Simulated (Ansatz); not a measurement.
In plane-wave PAW PBE (Ansatz code), MoS₂ in the trigonal phase (R3m; Mo on 3a, S on 3a, S on 3a) relaxes to a = 3.185 Å, c = 22.292 Å. Mo has 6 nearest neighbours from 2.41 Å (trigonal prismatic); S on 3a has 3 nearest neighbours from 2.41 Å (trigonal pyramidal); S on 3a has 3 nearest neighbours from 2.41 Å (trigonal pyramidal). Its formation energy from the elements is -0.89 eV/atom, with no fitted shifts.

The Kohn–Sham gap is 1.45 eV (indirect).

Symmetry was held in the PBE relaxation. No spin polarisation was allowed. A crystal of weakly bound layers computed without a dispersion correction: the cell and the soft elastic constants depend strongly on that. The references are the lowest solids computed at this level, not always the standard phases. Scalar-relativistic: spin–orbit coupling is off unless named, which matters more the heavier the elements.

Potentials: the earlier of the program's two PAW sets.
